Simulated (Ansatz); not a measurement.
Starting cell, Te (trigonal-Te type, space group P3_121):

```
CELL_PARAMETERS angstrom
      4.62355     0.00000     0.00000
     -2.31177     4.00411     0.00000
      0.00000     0.00000     5.90437
ATOMIC_POSITIONS crystal
  Te 0.25344 0.00000 0.33333
  Te 0.00000 0.25344 0.66667
  Te 0.74656 0.74656 0.00000
```

Scan: atom 2 (Te, nearest neighbour Te at 2.827 Å; its periodic images, 4.6 Å or more away, move with it) is displaced towards the nearest neighbour, direction (0.622, -0.359, -0.696) in Cartesian axes, by s. The other atoms stay.

All values below come from r2SCAN (plane waves to 500 eV, PAW, scalar-relativistic; Ansatz, a program for electronic structure). k mesh 7×7×5 (Γ-centred), Fermi-Dirac smearing 0.05 eV. Stress and pressure are positive under compression. Left out: 1 of 11 points, with atoms too close for the PAW data. As the smearing reaches across the gap at some points, energies and forces of such displacements shift with the k mesh and the smearing. F∥ is the force on the atom along that direction. F⊥ is the part of the force across the line. Spin-orbit coupling is left out, though Te is heavy. Te was relaxed with its symmetry unable to fall. The PAW data are Ansatz's earlier set. 

```json
[
 {"s (Å)": "-0.850", "P (GPa)": "1.2", "|F⊥| (eV/Å)": "1.160", "F∥ (eV/Å)": "1.344"},
 {"s (Å)": "-0.680", "P (GPa)": "0.0", "|F⊥| (eV/Å)": "0.921", "F∥ (eV/Å)": "1.011"},
 {"s (Å)": "-0.510", "P (GPa)": "-0.6", "|F⊥| (eV/Å)": "0.654", "F∥ (eV/Å)": "0.884"},
 {"s (Å)": "-0.340", "P (GPa)": "-0.9", "|F⊥| (eV/Å)": "0.408", "F∥ (eV/Å)": "0.813"},
 {"s (Å)": "-0.170", "P (GPa)": "-0.7", "|F⊥| (eV/Å)": "0.191", "F∥ (eV/Å)": "0.624"},
 {"s (Å)": "0.000", "P (GPa)": "0.0", "|F⊥| (eV/Å)": "0.001", "F∥ (eV/Å)": "0.001"},
 {"s (Å)": "0.170", "P (GPa)": "…", "|F⊥| (eV/Å)": "0.152", "F∥ (eV/Å)": "-1.265"},
 {"s (Å)": "0.340", "P (GPa)": "4.3", "|F⊥| (eV/Å)": "0.263", "F∥ (eV/Å)": "-3.652"},
 {"s (Å)": "0.510", "P (GPa)": "9.3", "|F⊥| (eV/Å)": "0.356", "F∥ (eV/Å)": "…"},
 {"s (Å)": "0.680", "P (GPa)": "17.5", "|F⊥| (eV/Å)": "0.457", "F∥ (eV/Å)": "-16.228"}
]
```

Question: Fill in the missing entries.

Answer: 
- 0.170, P (GPa): 1.5
- 0.510, F∥ (eV/Å): -8.077

(A displaced cell: forces are minus the slopes of the energy, force constants its curvatures, and phonons follow from these.)
